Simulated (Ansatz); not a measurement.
Input and command of a plane-wave DFT calculation in Ansatz:

```yaml
crystal:
  lattice:
    - [-3.7727780569, 0.0, 0.0]
    - [-1.8863890284, -3.2673216402, 0.0]
    - [0.0, 0.0, 15.1730973129]
  atoms:
    - { symbol: Zr, position: [0.0, 0.0, 0.2005704086] }
    - { symbol: Zr, position: [0.0, 0.0, 0.6017112259] }
    - { symbol: Cu, position: [0.6666666667, 0.6666666667, 0.7454352112] }
    - { symbol: Cu, position: [0.6666666667, 0.6666666667, 0.344294394] }
    - { symbol: Cu, position: [0.3333333333, 0.3333333333, 0.0568464233] }
    - { symbol: Cu, position: [0.3333333333, 0.3333333333, 0.4579872405] }
    - { symbol: P, position: [0.6666666667, 0.6666666667, 0.0991189797] }
    - { symbol: P, position: [0.6666666667, 0.6666666667, 0.500259797] }
    - { symbol: P, position: [0.3333333333, 0.3333333333, 0.7031626548] }
    - { symbol: P, position: [0.3333333333, 0.3333333333, 0.3020218375] }
basis:
  ecutwfc: 420
kpoints:
  mp_grid: { grid: [14, 14, 4] }
hamiltonian:
  xc: pbesol
scf:
  occupations: { method: gaussian, width: 0.15 }
output:
  forces: true
  stress: true
  eigenvalues: true
```

```bash
ansatz run input.yaml --threads 2 --pin off --max-ram 5120MiB --backend cpu --events-out ev --progress --plain --runs-dir out
```

Processor: AMD EPYC 7B13 (Zen 3), 2 threads, on a host shared with other jobs.

**Question.** How long does it run, and how much memory does it take?

**Answer.** About 28 s on 2 threads of AMD EPYC 7B13 (Zen 3), on a shared host, peak memory 1.1 GiB. It solves 72 bands at 88 k points (the mesh reduced by symmetry) with about 3699 plane waves, in 9 SCF iterations.
